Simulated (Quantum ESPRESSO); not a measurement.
# Zn2CaMgO4: input and log of a self-consistent run

Computed values, not a measurement. The program is pw.x of Quantum ESPRESSO 7.5 (plane-wave density functional theory). The cell is made up: 8 atoms on a rocksalt lattice, with randomly drawn elements, strain and displacements, not relaxed. PseudoDojo standard norm-conserving files (v0.5 for PBE, v0.4.1 for LDA and PBEsol) set the functional; there is no spin polarisation, spin-orbit coupling or dispersion term, and the masses in the input are unused placeholders.

Input:

```
&control calculation='scf', pseudo_dir='./dojo.nc.sr.pbe.v0_5.standard.upf', outdir='./o', disk_io='medium', tprnfor=.true., tstress=.true. /
&system ibrav=0, nat=8, ntyp=4, nbnd=48, ecutwfc=84.00895049, nosym=.true., tot_charge=0,
 occupations='smearing', smearing='fd', degauss=0.0018374661
/
&electrons conv_thr=7.350e-09, electron_maxstep=60, /
ATOMIC_SPECIES
Ca 1.0 Ca.upf
Mg 1.0 Mg.upf
O 1.0 O.upf
Zn 1.0 Zn.upf
CELL_PARAMETERS angstrom
4.4093 0.0096 0.0004
0.0096 4.4642 0.0669
0.0004 0.066 4.4374
ATOMIC_POSITIONS angstrom
Zn -0.2508 -0.0118 0.1358
Zn 0.0802 2.2146 2.2391
Ca 2.0397 -0.0656 2.2406
Mg 2.3038 2.3194 0.1072
O 2.0247 0.1131 0.1165
O 2.282 2.2549 2.337
O 4.3412 0.1041 2.2505
O 4.2906 2.2046 0.0486
K_POINTS automatic
4 4 4 1 1 1
```

The log is shortened where brackets say so; the opening notice, blank lines, dates and the lines on written files are dropped, and the path of the files is cut. It prints rydbergs, bohrs and kilobars, and counts compression as positive stress.

```
     Program PWSCF v.7.5
     Parallel version (MPI & OpenMP), running on       1 processor cores
     Number of MPI processes:                 1
     Threads/MPI process:                     1
     [start-up lines left out]
     bravais-lattice index     =            0
     lattice parameter (alat)  =       8.3324  a.u.
     unit-cell volume          =     589.3043 (a.u.)^3
     number of atoms/cell      =            8
     number of atomic types    =            4
     number of electrons       =        84.00
     number of Kohn-Sham states=           48
     kinetic-energy cutoff     =      84.0090  Ry
     charge density cutoff     =     336.0358  Ry
     scf convergence threshold =      7.3E-09
     mixing beta               =       0.7000
     number of iterations used =            8  plain     mixing
     Exchange-correlation= PBE
                           (   1   4   3   4   0   0   0)
     [axes and pseudopotential details left out]
   Cartesian axes
     site n.     atom                  positions (alat units)
         1        Zn     tau(   1) = (  -0.0568796  -0.0026762   0.0307985  )
         2        Zn     tau(   2) = (   0.0181888   0.5022554   0.5078118  )
         3        Ca     tau(   3) = (   0.4625893  -0.0148776   0.5081520  )
         4        Mg     tau(   4) = (   0.5224853   0.5260233   0.0243122  )
         5        O      tau(   5) = (   0.4591874   0.0256503   0.0264214  )
         6        O      tau(   6) = (   0.5175412   0.5113952   0.5300148  )
         7        O      tau(   7) = (   0.9845530   0.0236091   0.5103973  )
         8        O      tau(   8) = (   0.9730773   0.4999875   0.0110221  )
     number of k points=    32  Fermi-Dirac smearing, width (Ry)=  0.0018
                       cart. coord. in units 2pi/alat
        k(    1) = (   0.1247250   0.1213607   0.1223924), wk =   0.0625000
        k(    2) = (   0.1247105   0.1176371   0.3708653), wk =   0.0625000
     [further k points left out]
     Dense  grid:    61359 G-vectors     FFT dimensions: (  50,  50,  50)
     Estimated max dynamical RAM per process >      87.50 MB
     Initial potential from superposition of free atoms
     starting charge      83.9940, renormalised to      84.0000
     Starting wfcs are   46 randomized atomic wfcs +    2 random wfcs
     total cpu time spent up to now is        3.3 secs
     per-process dynamical memory:    49.5 Mb
     Self-consistent Calculation
     iteration #  1     ecut=    84.01 Ry     beta= 0.70
     Davidson diagonalization with overlap
     ethr =  1.00E-02,  avg # of iterations =  6.2
     total cpu time spent up to now is       12.6 secs
     total energy              =   -1164.18430795 Ry
     estimated scf accuracy    <       1.98361784 Ry
     iteration #  2     ecut=    84.01 Ry     beta= 0.70
     Davidson diagonalization with overlap
     ethr =  2.36E-03,  avg # of iterations =  3.9
     total cpu time spent up to now is       23.0 secs
     total energy              =   -1164.54986842 Ry
     estimated scf accuracy    <       3.07610745 Ry
     iteration #  3     ecut=    84.01 Ry     beta= 0.70
     Davidson diagonalization with overlap
     ethr =  2.36E-03,  avg # of iterations =  3.2
     total cpu time spent up to now is       31.7 secs
     total energy              =   -1165.13327618 Ry
     estimated scf accuracy    <       0.03644500 Ry
     iteration #  4     ecut=    84.01 Ry     beta= 0.70
     Davidson diagonalization with overlap
     ethr =  4.34E-05,  avg # of iterations =  5.3
     total cpu time spent up to now is       43.2 secs
     total energy              =   -1165.14833402 Ry
     estimated scf accuracy    <       0.03987371 Ry
     iteration #  5     ecut=    84.01 Ry     beta= 0.70
     Davidson diagonalization with overlap
     ethr =  4.34E-05,  avg # of iterations =  2.1
     total cpu time spent up to now is       51.3 secs
     total energy              =   -1165.15417755 Ry
     estimated scf accuracy    <       0.00256926 Ry
     [iterations 6 to 7 left out]
     iteration #  8     ecut=    84.01 Ry     beta= 0.70
     Davidson diagonalization with overlap
     ethr =  1.14E-07,  avg # of iterations =  2.0
     total cpu time spent up to now is       78.4 secs
     total energy              =   -1165.15470500 Ry
     estimated scf accuracy    <       0.00001111 Ry
     iteration #  9     ecut=    84.01 Ry     beta= 0.70
     Davidson diagonalization with overlap
     ethr =  1.32E-08,  avg # of iterations =  2.1
     total cpu time spent up to now is       87.0 secs
     total energy              =   -1165.15470679 Ry
     estimated scf accuracy    <       0.00000035 Ry
     iteration # 10     ecut=    84.01 Ry     beta= 0.70
     Davidson diagonalization with overlap
     ethr =  4.13E-10,  avg # of iterations =  4.2
     total cpu time spent up to now is       99.3 secs
     total energy              =   -1165.15470695 Ry
     estimated scf accuracy    <       0.00000008 Ry
     iteration # 11     ecut=    84.01 Ry     beta= 0.70
     Davidson diagonalization with overlap
     ethr =  9.10E-11,  avg # of iterations =  2.0
     total cpu time spent up to now is      110.1 secs
     total energy              =   -1165.15470696 Ry
     estimated scf accuracy    <       0.00000001 Ry
     iteration # 12     ecut=    84.01 Ry     beta= 0.70
     Davidson diagonalization with overlap
     ethr =  1.21E-11,  avg # of iterations =  4.0
     total cpu time spent up to now is      120.0 secs
     End of self-consistent calculation
     [lines on levels left out]
!    total energy              =   -1165.15470696 Ry
     estimated scf accuracy    <          9.2E-10 Ry
     smearing contrib. (-TS)   =      -0.00000000 Ry
     internal energy E=F+TS    =   -1165.15470696 Ry
     The total energy is F=E-TS. E is the sum of the following terms:
     one-electron contribution =    -709.43237710 Ry
     hartree contribution      =     388.62934114 Ry
     xc contribution           =    -154.52604361 Ry
     ewald contribution        =    -689.82562739 Ry
     convergence has been achieved in  12 iterations
     Forces acting on atoms (cartesian axes, Ry/au):
     atom    1 type  4   force =     0.02559662    0.01317941   -0.01509940
     atom    2 type  4   force =    -0.01870218   -0.00937729    0.01400733
     atom    3 type  1   force =     0.04603251    0.05139436    0.05054017
     atom    4 type  2   force =    -0.04174724   -0.03200787   -0.00840142
     atom    5 type  3   force =     0.02223674   -0.02433260   -0.04268357
     atom    6 type  3   force =    -0.02281826   -0.01124802   -0.00914188
     atom    7 type  3   force =    -0.03970535   -0.00994904    0.00180202
     atom    8 type  3   force =     0.02910716    0.02234104    0.00897675
     Total force =     0.136339     Total SCF correction =     0.000049
     Computing stress (Cartesian axis) and pressure
          total   stress  (Ry/bohr**3)                   (kbar)     P=       41.22
   0.00041709  -0.00004119   0.00000648           61.36       -6.06        0.95
  -0.00004119   0.00020575  -0.00018666           -6.06       30.27      -27.46
   0.00000648  -0.00018666   0.00021783            0.95      -27.46       32.04
     init_run     :      2.97s CPU      3.20s WALL (       1 calls)
     electrons    :    114.10s CPU    116.71s WALL (       1 calls)
     forces       :      1.26s CPU      1.28s WALL (       1 calls)
     stress       :      6.84s CPU      6.91s WALL (       1 calls)
     [timing details left out]
     PWSCF        :   2m 5.27s CPU   2m 8.32s WALL
     JOB DONE.
```

In other units: free energy -15852.737 eV for the cell, pressure 4.12 GPa, largest force component 1.321 eV/Å. A rerun of the same cell at another strain at 1437 eV and a 6 x 6 x 6 mesh moved values by no more than 0.002 eV in energy, 0.04 GPa in stress and 0.009 eV/Å in force.